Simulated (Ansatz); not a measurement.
⁹Be NMR of the central transition in BeH4NF3

Cell: a Materials Project structure (computed, not necessarily an observed phase).

Space group Pc (No. 7); a = 5.8305, b = 4.4870, c = 14.2266 Å, β = 113.77°.

```
site  Wyckoff  site symmetry       x       y       z
 Be1       2a              1  0.9473  0.8197  0.6776
 Be3       2a              1  0.0348  0.3183  0.8175
  H5       2a              1  0.5666  0.2684  0.6378
  H7       2a              1  0.3056  0.4702  0.6191
  H9       2a              1  0.2981  0.0820  0.6199
 H11       2a              1  0.3282  0.2720  0.5234
 H13       2a              1  0.4317  0.7659  0.8604
 H15       2a              1  0.6983  0.5707  0.8815
 H17       2a              1  0.6960  0.9595  0.8802
 H19       2a              1  0.6643  0.7707  0.9761
 N21       2a              1  0.3745  0.2728  0.6009
 N23       2a              1  0.6233  0.7659  0.8991
 F25       2a              1  0.9535  0.1683  0.7059
 F27       2a              1  0.6866  0.7436  0.6049
 F29       2a              1  0.1616  0.7729  0.6399
 F31       2a              1  0.0328  0.6660  0.7890
 F33       2a              1  0.2907  0.2391  0.8937
 F35       2a              1  0.8151  0.2685  0.8520
```

One atom of each set is listed.

Computed with Ansatz: DFT, PBE, plane waves and PAW, scalar-relativistic, 420 eV cutoff, Γ-centred 4×5×2 k-points, Fermi–Dirac smearing 0.02 eV.

⁹Be has I = 3/2 and Q = 52.88 mb (Pyykkö 2018); at 18.8 T its Larmor frequency is ν₀ = 112.5 MHz. Only the quadrupole interaction is simulated: positions count from each site's isotropic chemical shift, and J coupling is left out, as are shift anisotropy and dipolar coupling, which fast spinning averages.

Question: What does the ⁹Be spectrum (fast magic-angle spinning) show for each site?

Answer: 

| site | first shell | C_Q (MHz) | η | P_Q (MHz) | δ_QIS (ppm) | breadth (kHz) |
| --- | --- | --- | --- | --- | --- | --- |
| Be1 | 4 F at 1.49–1.61 Å | -0.583 | 0.57 | 0.613 | -0.743 | 0.194 |
| Be3 | 4 F at 1.49–1.61 Å | -0.579 | 0.60 | 0.612 | -0.739 | 0.193 |

δ_QIS = −(ν_Q²/30ν₀²)[I(I+1) − 3/4](1 + η²/3) × 10⁶ ppm with ν_Q = 3|C_Q|/[2I(2I−1)]; it falls as 1/B₀² in ppm, and the breadth as 1/B₀ in kHz.
